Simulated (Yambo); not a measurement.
A free-standing MoS2 monolayer (symmetry P-6m2, slab cell 16.1 Å high), G0W0@PBEsol in Yambo with this input:

```
rim_cut
gw0
dyson
el_el_corr
HF_and_locXC
ppa
em1d
rim_w
RandQpts= 1000000
RandGvec= 2 Ry
CUTGeo= "slab z"
EXXRLvcs= 80 Ry
VXCRLvcs= 320 Ry
Chimod= "HARTREE"
% BndsRnXp
 2 | 131 |
%
NGsBlkXp= 8 Ry
% LongDrXp
 1.0 | 1.0 | 0.0 |
%
RandGvecW= 1000 mRy
PPAPntXp= 27.2114 eV
% GbndRnge
 1 | 131 |
%
GTermKind= "BG"
DysSolver= "n"
ExtendOut
```

On a 6×6×1 mesh, with wavefunctions cut at 80 Ry, the gap (K → K) is 2.625 eV and the valence edge shifts by -0.135 eV.

**Question.** What happens with this change: no terminator?

**Answer.** The gap rises by 0.047 eV, to 2.672 eV; the shift of the valence edge becomes 0.105 eV. Neither run is shown to be the converged limit.

Spin-orbit coupling is not included.

Geometry relaxed with PBEsol; primitive cell a = b = 3.1410 Å, c = 16.1000 Å, α = β = 90.00°, γ = 120.00°.

A shift is the quasiparticle energy of the state minus its PBEsol energy.
